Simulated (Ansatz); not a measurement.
**LiPb (R-3m), two-dimensional strain map**

Method: DFT PBEsol, scalar-relativistic, plane waves, PAW (Ansatz 0.2.0). Cutoff 420 eV, Γ-centred 15×15×15 k-points, Gaussian smearing of 0.15 eV. Spin–orbit coupling is left out, which can shift energies with elements as heavy as these. No spin polarisation. Energies are free energies at this smearing, counted from the undisturbed cell; pressure is positive in compression.

The undisturbed cell (as given, not relaxed at this level; it stands at -0.9 GPa, and it needn't be the usual structure):

```
CELL_PARAMETERS angstrom
2.49350 1.43962 2.06267
-2.49350 1.43962 2.06267
0.00000 -2.87925 2.06267
ATOMIC_POSITIONS crystal
Li 0.50000 0.50000 0.50000
Pb 0.00000 0.00000 0.00000
```

The cell is strained by p along both x and y and by q along z, fractional coordinates fixed. Points are written (p, q).

Energy above the undisturbed cell in meV/atom (a dash: not computed):

```
 p \ q  -0.050  -0.025  0.000  0.025  0.050
-0.050    42.4       ?   20.1      ?   18.1
-0.025    13.2       –    1.9      –    9.7
 0.000       ?       ?    0.0    6.1   15.8
 0.050    22.0       –   33.5      –   61.2
```

(1) Fill in the withheld energies.

Answers

(1) (-0.050, -0.025): 28.1; (-0.050, 0.025): 17.0; (0.000, -0.050): 2.3; (0.000, -0.025): -1.6.